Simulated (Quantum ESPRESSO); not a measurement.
Band energies of Sr2RuH6

```xyz
9
Lattice="0.0000 3.7999 3.7999 3.7999 0.0000 3.7999 3.7999 3.7999 0.0000" Properties=species:S:1:pos:R:3 pbc="T T T"
H      3.7999     3.7999     5.8828
H      3.7999     3.7999     1.7169
H      5.8828     3.7999     3.7999
H      1.7169     3.7999     3.7999
H      3.7999     5.8828     3.7999
H      3.7999     1.7169     3.7999
Sr     5.6998     5.6998     5.6998
Sr     1.8999     1.8999     1.8999
Ru     0.0000     0.0000     0.0000
```

PBEsol (Quantum ESPRESSO, PseudoDojo norm-conserving, 84 Ry, no spin-orbit coupling); path ΓXWKΓLUWLK,UX; energies in eV from the valence-band maximum.

```
k (1/Å)  point  band 17  band 18  band 19  band 20  band 21  band 22  band 23  band 24
-------  -----  -------  -------  -------  -------  -------  -------  -------  -------
0.00         Γ    -2.14    -2.14     0.00     0.00     0.00     3.76     3.76     4.79
0.41              -1.80    -1.80    -0.26    -0.02    -0.02     3.11     3.63     5.21
0.83         X    -1.42    -1.42    -0.60    -0.06    -0.06     2.11     3.45     4.16
1.24         W    -2.30    -1.47    -0.18    -0.18    -0.05     2.50     4.00     4.00
1.24         K    -2.08    -1.31    -0.31    -0.08    -0.08     2.42     3.85     4.19
1.59              -1.95    -1.48    -0.21    -0.07    -0.06     3.26     3.68     4.58
1.94              -2.08    -2.03    -0.04    -0.01     0.00     3.73     3.74     5.07
2.12         Γ    -2.14    -2.14     0.00     0.00     0.00     3.76     3.76     4.79
2.48              -1.79    -1.79    -0.15    -0.03    -0.03     3.72     3.72     5.26
2.83         L    -1.39    -1.39    -0.31    -0.08    -0.08     3.76     3.76     4.10
3.34         U    -2.08    -1.31    -0.31    -0.08    -0.08     2.42     3.85     4.19
3.34         W    -2.30    -1.47    -0.18    -0.18    -0.05     2.50     4.00     4.00
3.49              -2.17    -1.41    -0.18    -0.16    -0.06     2.58     3.92     4.11
3.78              -1.54    -1.37    -0.26    -0.09    -0.08     3.30     3.79     4.61
3.92         L    -1.39    -1.39    -0.31    -0.08    -0.08     3.76     3.76     4.10
4.18              -1.78    -1.34    -0.22    -0.11    -0.08     2.93     3.84     4.48
4.43         K    -2.08    -1.31    -0.31    -0.08    -0.08     2.42     3.85     4.19
4.43         U    -2.08    -1.31    -0.31    -0.08    -0.08     2.42     3.85     4.19
4.72         X    -1.42    -1.42    -0.60    -0.06    -0.06     2.11     3.45     4.16
```

The PBEsol gap is indirect, 2.11 eV, from Γ to X; the smallest direct gap is 2.17 eV.

Spin-orbit splittings are left out.

Geometry of the Materials Project entry, not relaxed at this level.
